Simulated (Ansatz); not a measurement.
SnO₂ (R-3m), zone-centre modes

These are results of DFT LDA, scalar-relativistic, plane waves, PAW in Ansatz 0.2.0, not measurements. Settings: plane waves to 420 eV, k-mesh 12×12×12 (Γ-centred), Gaussian smearing 0.05 eV. No spin polarisation.

Zero of the scan (relaxed at this level; this form isn't the usual structure):

```
Sn O
1.0
     1.60392    0.92602    4.08138
    -1.60392    0.92602    4.08138
     0.00000   -1.85204    4.08138
Sn O
1 2
Direct
  0.50000 0.50000 0.50000
  0.24519 0.24519 0.24519
  0.75481 0.75481 0.75481
```

The cell holds layers and no dispersion correction was added, so their binding is poorly described.

Harmonic modes by finite displacements of 0.02 Å, without the LO–TO term.

Task: At this geometry, is the structure stable against these modes?

Result: Yes: no mode is imaginary beyond 10 cm⁻¹, and only the three translations lie near zero.

Task: List the wavenumbers in cm⁻¹.

Result: 0, 0, 0, 411, 412, 412, 474, 474, 516.

Cost: 1 run of about 1.2 core-minutes, on Arm Neoverse V2 (shared hosts).